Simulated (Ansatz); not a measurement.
Zone-centre modes in BAs

Method: DFT PBE, scalar-relativistic, plane waves, PAW in Ansatz 0.2.0. Settings: plane waves to 420 eV, k-mesh 10×10×10 (Γ-centred), Gaussian smearing 0.05 eV. No spin polarisation.

Reference structure (as given, not relaxed at this level):

```
B As
1.0
     0.00000    2.38850    2.38850
     2.38850    0.00000    2.38850
     2.38850    2.38850    0.00000
B As
1 1
Direct
  0.00000 0.00000 0.00000
  0.75000 0.75000 0.75000
```

Harmonic modes by finite displacements of 0.02 Å, without the LO–TO term.

Task: At this geometry, is the structure stable against these modes?

Result: Yes: no mode is imaginary beyond 10 cm⁻¹, and only the three translations lie near zero.

Task: List the wavenumbers in cm⁻¹.

Result: 0, 0, 0, 691, 691, 691.

Cost: 1 run of about 0.23 core-minutes, on Arm Neoverse V1 (shared hosts).